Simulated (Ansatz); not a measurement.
Input:

Eu (bcc, W type)

```xyz
1
Lattice="-2.2236 2.2236 2.2236 2.2236 -2.2236 2.2236 2.2236 2.2236 -2.2236" Properties=species:S:1:pos:R:3 pbc="T T T"
Eu     0.0000     0.0000     0.0000
```

The volume is varied about the relaxed value V₀ at fixed cell shape. Symmetry pins the atoms to their sites.

All values below come from r2SCAN (plane waves to 500 eV, PAW, scalar-relativistic; Ansatz, a program for electronic structure). k mesh 15×15×15 (Γ-centred), Fermi-Dirac smearing 0.05 eV. Energies are smeared free energies. Compression counts positive. Eu was relaxed with its symmetry unable to fall. Relaxed Eu ends ferromagnetic. The relaxed volume of Eu is well below the measured one. The magnetic order is the one the run started from; other orders were not tried. The f-shell state is unchecked: a lower one may exist. The zero of ΔE is the relaxed starting cell.

The scan covers V/V₀ from 0.900 to 1.100 in 9 points.

Problem. What pressure does the cell carry at V/V₀ = 0.900?

Solution. 1.8 GPa.

Problem. What is ΔE at V/V₀ = 0.900?

Solution. 23 meV/atom.

Problem. What is ΔE at V/V₀ = 1.100?

Solution. 17 meV/atom.

(Under strain, the slope of the energy per volume gives the stress and its curvature an elastic modulus.)
